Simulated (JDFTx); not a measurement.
An input for JDFTx (a modified build) (TiSi2(110), linear PCM (GLSSA13), water, 1 M NaCl; bohr, hartree) and the course of its log:

```
lattice \
  6.7371948877 0.0000000000 0.0000000000 \
  0.0000000000 13.2015274015 0.0000000000 \
  0.0000000000 0.0000000000 44.4085639287
coords-type Lattice
ion Si 0.7500000000 0.0138453210 -0.1090557420 0
ion Si 0.2500000000 0.6542474060 -0.0811402860 0
ion Si 0.7500000000 0.4361220430 -0.0642072930 0
ion Si 0.2500000000 0.0765241270 -0.0362918370 0
ion Si 0.7500000000 0.1415246110 0.0362918370 0
ion Si 0.2500000000 0.7819266950 0.0642072930 0
ion Si 0.7500000000 0.5638013320 0.0811402860 0
ion Si 0.2500000000 0.2042034170 0.1090557420 0
ion Ti 0.7500000000 0.6665492257 -0.1543053497 0
ion Ti 0.2500000000 0.2958892249 -0.1273214083 0
ion Ti 0.7500000000 0.8020980810 -0.0149882420 0
ion Ti 0.2500000000 0.4159506570 0.0149882420 0
ion Ti 0.7500000000 0.9221595131 0.1273214083 0
ion Ti 0.2500000000 0.5514995123 0.1543053497 0
ion-species pseudo/si_pbe_v1.upf
ion-species pseudo/ti_pbe_v1.4.upf
elec-cutoff 20 100
elec-ex-corr gga-PBE
coulomb-interaction Slab 001
coulomb-truncation-embed 0 0 0
kpoint-folding 6 4 1
elec-smearing Fermi 0.01
elec-n-bands 72
electronic-scf nIterations 100 energyDiffThreshold 1e-08
fluid LinearPCM
pcm-variant GLSSA13
fluid-solvent H2O
fluid-cation Na+ 1
fluid-anion Cl- 1
fluid-minimize nIterations 400 knormThreshold 1e-12
wavefunction read vac.wfns
elec-initial-eigenvals vac.eigenvals
dump-name f0.$VAR
dump End State Ecomponents EigStats BandEigs Forces ElecDensity IonicPositions Fillings Kpoints Dtot FluidDebug BoundCharge FluidDensity
```

```
[one cycle in 5 is shown, and the last three; fluid-solver lines are left out]
	FillingsUpdate:  mu: -0.113345367  nElectrons: 104.000000
SCF: Cycle:  0   F: -381.752614108231796   dF: +1.133e-02   |Residual|: 5.460e-02   |deigs|: 4.978e-04
	FillingsUpdate:  mu: -0.082774553  nElectrons: 104.000000
SCF: Cycle:  5   F: -381.782768147938384   dF: -3.910e-03   |Residual|: 3.465e-02   |deigs|: 4.349e-03
	FillingsUpdate:  mu: -0.061382400  nElectrons: 104.000000
SCF: Cycle: 10   F: -381.794221350978205   dF: -3.352e-04   |Residual|: 2.808e-02   |deigs|: 2.608e-04
	FillingsUpdate:  mu: -0.063891168  nElectrons: 104.000000
SCF: Cycle: 15   F: -381.789772671604680   dF: +1.470e-03   |Residual|: 3.942e-02   |deigs|: 7.412e-03
	FillingsUpdate:  mu: -0.062483382  nElectrons: 104.000000
SCF: Cycle: 20   F: -381.796275815562183   dF: -1.353e-03   |Residual|: 2.254e-02   |deigs|: 3.324e-03
	FillingsUpdate:  mu: -0.065273897  nElectrons: 104.000000
SCF: Cycle: 25   F: -381.798322529023551   dF: +3.982e-05   |Residual|: 1.397e-02   |deigs|: 5.388e-05
	FillingsUpdate:  mu: -0.062333460  nElectrons: 104.000000
SCF: Cycle: 30   F: -381.798081376449716   dF: -1.032e-04   |Residual|: 7.992e-03   |deigs|: 4.842e-04
	FillingsUpdate:  mu: -0.057432230  nElectrons: 104.000000
SCF: Cycle: 35   F: -381.798944111502237   dF: -3.619e-04   |Residual|: 8.686e-03   |deigs|: 1.253e-04
	FillingsUpdate:  mu: -0.059863334  nElectrons: 104.000000
SCF: Cycle: 40   F: -381.799721578864876   dF: +2.370e-05   |Residual|: 9.073e-03   |deigs|: 5.794e-05
	FillingsUpdate:  mu: -0.060164904  nElectrons: 104.000000
SCF: Cycle: 45   F: -381.798932497102044   dF: +6.156e-04   |Residual|: 1.094e-02   |deigs|: 6.647e-04
	FillingsUpdate:  mu: -0.057087565  nElectrons: 104.000000
SCF: Cycle: 50   F: -381.799689461295031   dF: +1.703e-04   |Residual|: 5.395e-03   |deigs|: 9.611e-04
	FillingsUpdate:  mu: -0.055539862  nElectrons: 104.000000
SCF: Cycle: 55   F: -381.799565925235413   dF: +1.330e-03   |Residual|: 6.797e-03   |deigs|: 1.154e-03
	FillingsUpdate:  mu: -0.059008638  nElectrons: 104.000000
SCF: Cycle: 60   F: -381.799425540028949   dF: -1.121e-04   |Residual|: 7.261e-03   |deigs|: 3.568e-04
	FillingsUpdate:  mu: -0.060269811  nElectrons: 104.000000
SCF: Cycle: 65   F: -381.800405585274973   dF: -1.942e-04   |Residual|: 1.638e-02   |deigs|: 5.565e-05
	FillingsUpdate:  mu: -0.060569911  nElectrons: 104.000000
SCF: Cycle: 70   F: -381.801720983184509   dF: -1.379e-03   |Residual|: 5.742e-03   |deigs|: 1.320e-03
	FillingsUpdate:  mu: -0.058528193  nElectrons: 104.000000
SCF: Cycle: 75   F: -381.801481286287810   dF: +1.097e-04   |Residual|: 6.308e-03   |deigs|: 6.874e-04
	FillingsUpdate:  mu: -0.060166467  nElectrons: 104.000000
SCF: Cycle: 80   F: -381.801378994163315   dF: -3.708e-04   |Residual|: 9.247e-03   |deigs|: 9.551e-04
	FillingsUpdate:  mu: -0.060625411  nElectrons: 104.000000
SCF: Cycle: 85   F: -381.802170361006745   dF: -7.249e-04   |Residual|: 5.908e-03   |deigs|: 8.968e-04
	FillingsUpdate:  mu: -0.060992086  nElectrons: 104.000000
SCF: Cycle: 90   F: -381.802918301620423   dF: -4.173e-04   |Residual|: 6.669e-03   |deigs|: 7.462e-04
	FillingsUpdate:  mu: -0.062030198  nElectrons: 104.000000
SCF: Cycle: 95   F: -381.802106572494552   dF: +4.155e-05   |Residual|: 5.980e-03   |deigs|: 1.101e-04
	FillingsUpdate:  mu: -0.061474560  nElectrons: 104.000000
SCF: Cycle: 97   F: -381.802111122092526   dF: +7.157e-06   |Residual|: 5.303e-03   |deigs|: 2.003e-04
	FillingsUpdate:  mu: -0.061014218  nElectrons: 104.000000
SCF: Cycle: 98   F: -381.802046285547760   dF: +6.484e-05   |Residual|: 4.430e-03   |deigs|: 5.657e-04
	FillingsUpdate:  mu: -0.059821579  nElectrons: 104.000000
SCF: Cycle: 99   F: -381.801591988883786   dF: +4.543e-04   |Residual|: 6.233e-03   |deigs|: 1.848e-03
SCF: None of the convergence criteria satisfied after 100 iterations.
IonicMinimize: Iter:   0  F: -381.801591988883786  |grad|_K:  0.000e+00
IonicMinimize: Converged (|grad|_K<1.000000e-04).
```

This run gave no converged result. The electronic loop ended without meeting its threshold, so the last energy, levels and forces aren't results.
